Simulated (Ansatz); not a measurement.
A trial cell of Zr₄ScO, before relaxation:

```cif
data_structure
_symmetry_space_group_name_H-M 'F-43m'
_symmetry_Int_Tables_number 216
_cell_length_a 7.0142
_cell_length_b 7.0142
_cell_length_c 7.0142
_cell_angle_alpha 90.000
_cell_angle_beta 90.000
_cell_angle_gamma 90.000
_cell_volume 345.09
loop_
_atom_site_label
_atom_site_type_symbol
_atom_site_symmetry_multiplicity
_atom_site_Wyckoff_symbol
_atom_site_fract_x
_atom_site_fract_y
_atom_site_fract_z
_atom_site_occupancy
Zr1 Zr 16 e 0.12588 0.37412 0.87412 1
Sc1 Sc 4 c 0.25000 0.25000 0.25000 1
O1 O 4 a 0.00000 0.00000 0.00000 1
```

All numbers below come from DFT PBE, scalar-relativistic, plane waves, PAW (Ansatz 0.2.0). Cutoff 420 eV, Gaussian smearing, Γ-centred meshes. Cell and atoms relax first on a coarse mesh and then on a finer one. In between, the cell is made exact in the group found at 0.06 Å. In metals the finer mesh still leaves noise of several meV/atom or more. The steps can't lower the symmetry of their start. No spin polarisation in the relaxation; trial moments died out in a coarse test.

A guess keeps its type if space group and coordination stay and the shape of the cell changes little (axis ratios within about 15 %, angles within 6°); the volume may change.

Question: Will the relaxed cell still be of the starting type?

Answer: It keeps its type. The symmetry stays F-43m (No. 216). The volume per atom grows by 58.3 %, from 14.4 to 22.8 Å³. The shortest distance goes from 2.46 Å (Zr–Zr) to 2.81 Å (Zr–Zr). Counting neighbours within 15 % of an atom's shortest distance, the start has O 16, Sc 16, Zr 6 and the end O 16, Sc 16, Zr 6.

Energies over the elements count from the elements' standard structures at the same level (O₂ as a molecule), with no fitted energy shifts.

Question: At what energy does it end?

Answer: +0.64 eV/atom. It can't be a ground state, since the elements alone are lower.

The last run used an 8×8×8 mesh for its 6-atom cell and Gaussian smearing of 0.10 eV. Symmetry constrained the relaxation, so the result can be a saddle point. Another cell of Zr4ScO relaxed alike, in P4/mmm, lies 1.14 eV/atom lower, so this cell isn't the stable form at this level.
